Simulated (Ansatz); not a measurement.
Input and command of a plane-wave DFT calculation in Ansatz:

```yaml
crystal:
  lattice:
    - [3.8885925, 0.0, 0.0]
    - [0.0, 3.9883, 0.0]
    - [0.0, 0.0, 3.9883]
  atoms:
    - { symbol: K, position: [0.5, 0.5, 0.5] }
    - { symbol: Ta, position: [0.0, 0.0, 0.0] }
    - { symbol: O, position: [0.5, 0.0, 0.0] }
    - { symbol: O, position: [0.0, 0.5, 0.0] }
    - { symbol: O, position: [0.0, 0.0, 0.5] }
basis:
  ecutwfc: 500
kpoints:
  mp_grid: { grid: [6, 6, 6] }
hamiltonian:
  xc: r2scan
scf:
  occupations: { method: gaussian, width: 0.05 }
output:
  forces: true
  stress: true
  eigenvalues: true
```

```bash
ansatz run input.yaml --threads 1 --pin off --max-ram 2560MiB --backend cpu --events-out ev --progress --plain --runs-dir out
```

Processor: Oxide Virtual Turin-like Processor (Zen 5), 1 thread, on a host shared with other jobs.

Task: How long does it run, and how much memory does it take?

Result: About 8.6 s on 1 thread of Oxide Virtual Turin-like Processor (Zen 5), with other jobs on the host, peak memory 0.53 GiB. It solves 25 bands at 40 k points (the mesh reduced by symmetry) with about 1559 plane waves, in 8 SCF iterations.
